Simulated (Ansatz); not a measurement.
SiC:
```xyz
8
Lattice="3.0729 0.0000 0.0000 -1.5365 2.6612 0.0000 0.0000 0.0000 10.0565" Properties=species:S:1:pos:R:3 pbc="T T T"
Si     1.5365     0.8871     9.4315
Si     0.0000     1.7742     4.4032
Si     0.0000     0.0000     6.9183
Si     0.0000     0.0000     1.8900
C      1.5365     0.8871     7.5402
C      0.0000     1.7742     2.5119
C      0.0000     0.0000     5.0324
C      0.0000     0.0000     0.0042
```

Relaxed with HSE06.

Give the Bader charges and basin volumes of the independent atoms, DFT-HSE06 in the program Ansatz with PAW potentials.



```csv
atom,Bader charge (e),Bader volume (Å³)
Si1,+2.86,4.3
Si3,+2.87,4.2
C5,-2.86,16.3
C7,-2.87,16.2
```

Space group P6_3mc (4H polytype). The cell was relaxed with HSE06 under the symmetry of its start.

Potentials: the later of the program's two PAW sets.
